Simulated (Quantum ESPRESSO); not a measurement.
## AlSi2PC4 (a curve over one atom's position)

Computed values, not a measurement. The program is pw.x of Quantum ESPRESSO 7.5 (plane-wave density functional theory). The cell is made up: 8 atoms on a zincblende/diamond lattice, with randomly drawn elements, strain and displacements, not relaxed. PseudoDojo standard norm-conserving files (v0.5 for PBE, v0.4.1 for LDA and PBEsol) set the functional; there is no spin polarisation, spin-orbit coupling or dispersion term, and the masses in the input are unused placeholders.

Seven runs move atom 5 (C, counted in the order of the input) along y and keep all else fixed.

Input of the run at +0.0257:

```
&control calculation='scf', pseudo_dir='./dojo.nc.sr.pbe.v0_5.standard.upf', outdir='./o', disk_io='medium', tprnfor=.true., tstress=.true. /
&system ibrav=0, nat=8, ntyp=4, nbnd=22, ecutwfc=82.02448710, nosym=.true., tot_charge=0,
 occupations='smearing', smearing='fd', degauss=0.0018374661
/
&electrons conv_thr=7.350e-09, electron_maxstep=60, /
ATOMIC_SPECIES
Al 1.0 Al.upf
C 1.0 C.upf
P 1.0 P.upf
Si 1.0 Si.upf
CELL_PARAMETERS angstrom
4.4102 -0.0179 -0.035
-0.0179 4.3087 -0.0661
-0.035 -0.0661 4.3959
ATOMIC_POSITIONS angstrom
Al -0.079 -0.0544 -0.0309
Si 0.0009 2.0961 2.2634
P 2.1461 -0.0549 2.169
Si 2.3118 2.1471 -0.0885
C 1.0868 1.0208 1.0855
C 0.9627 3.2717 3.2148
C 3.3098 0.9334 3.3515
C 3.3543 3.1578 1.0441
K_POINTS automatic
4 4 4 1 1 1
```

| shift of atom 5 along y (Å) | free energy less that of the input shown (eV) | Fx on atom 5 (eV/Å) | Fy on atom 5 (eV/Å) | Fz on atom 5 (eV/Å) | pressure (GPa) | iterations |
| --- | --- | --- | --- | --- | --- | --- |
| -0.1841 | 0.6108 | 2.191 | 4.779 | 1.920 | 11.03 | 12 |
| -0.0781 | 0.2024 | 2.056 | 2.905 | 1.616 | 9.62 | 12 |
| +0.0257 | 0.0000 | 1.921 | 0.990 | 1.222 | 8.89 | 12 |
| +0.0742 | -0.0263 | 1.865 | 0.096 | 1.009 | 8.77 | 12 |
| +0.1313 | -0.0022 | 1.807 | -0.938 | 0.738 | 8.82 | 12 |
| +0.1536 | 0.0232 | 1.788 | -1.334 | 0.627 | 8.89 | 12 |

Question: one run is left out of the table, at +0.1024. Estimate its Fy on atom 5 (eV/Å).

Answer: -0.418. The whole row:

| shift of atom 5 along y (Å) | free energy less that of the input shown (eV) | Fx on atom 5 (eV/Å) | Fy on atom 5 (eV/Å) | Fz on atom 5 (eV/Å) | pressure (GPa) | iterations |
| --- | --- | --- | --- | --- | --- | --- |
| +0.1024 | -0.0218 | 1.835 | -0.418 | 0.878 | 8.77 | 12 |

A cubic fit gives dFy/dy = -18.52 eV/Å² at zero shift. Across the table the free energy follows the integral of the force to within 0.1 meV. A rerun of one of the cells at 1347 eV and a 6 x 6 x 6 mesh moved values by no more than 0.007 eV in energy, 0.07 GPa in stress and 0.004 eV/Å in force.